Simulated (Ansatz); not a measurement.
Ag₃SI:
```yaml
crystal:
  lattice:
    - [4.86876, 0.00000, 0.00000]
    - [0.00000, 4.86876, 0.00000]
    - [0.00000, 0.00000, 4.86876]
  atoms:
    - { symbol: Ag, position: [0.50000, 0.50000, 0.00000] }
    - { symbol: Ag, position: [0.00000, 0.50000, 0.50000] }
    - { symbol: Ag, position: [0.50000, 0.00000, 0.50000] }
    - { symbol: S, position: [0.50000, 0.50000, 0.50000] }
    - { symbol: I, position: [0.00000, 0.00000, 0.00000] }
```

x, y and z are the axes in which the lattice vectors are written.

Task: Give the high-frequency dielectric tensor and the Born effective charge tensors of the independent atoms from DFPT, the program Ansatz at the PBEsol level (PAW).

Result: 
ε∞:
```
8.93  0.00  0.00
0.00  8.93  0.00
0.00  0.00  8.93
```
Z* of atom 1 (Ag), rows: field, columns: displacement, in e:
```
1.31  0.00  0.00
0.00  1.31  0.00
0.00  0.00  1.25
```
Z* of atom 4 (S), rows: field, columns: displacement, in e:
```
-1.52   0.00   0.00
 0.00  -1.52   0.00
 0.00   0.00  -1.52
```
Z* of atom 5 (I), rows: field, columns: displacement, in e:
```
-2.34   0.00   0.00
 0.00  -2.34   0.00
 0.00   0.00  -2.34
```

Static charges for comparison (Bader): Ag1 +0.35, S4 -0.63, I5 -0.43 e. Born charges measure polarisation by displacement and can exceed these by far.

Space group Pm-3m (anti-perovskite). The workflow started from an entry of the Crystallography Open Database (COD), which files this formula under 2 space groups. Its standing as an ambient phase is unchecked. The cell was relaxed with PBEsol under the symmetry of its start; whether a distortion lowers the energy is not shown. No spin polarisation was allowed. Scalar-relativistic: spin–orbit coupling is off unless named, which matters more the heavier the elements.

Potentials: the later of the program's two PAW sets.
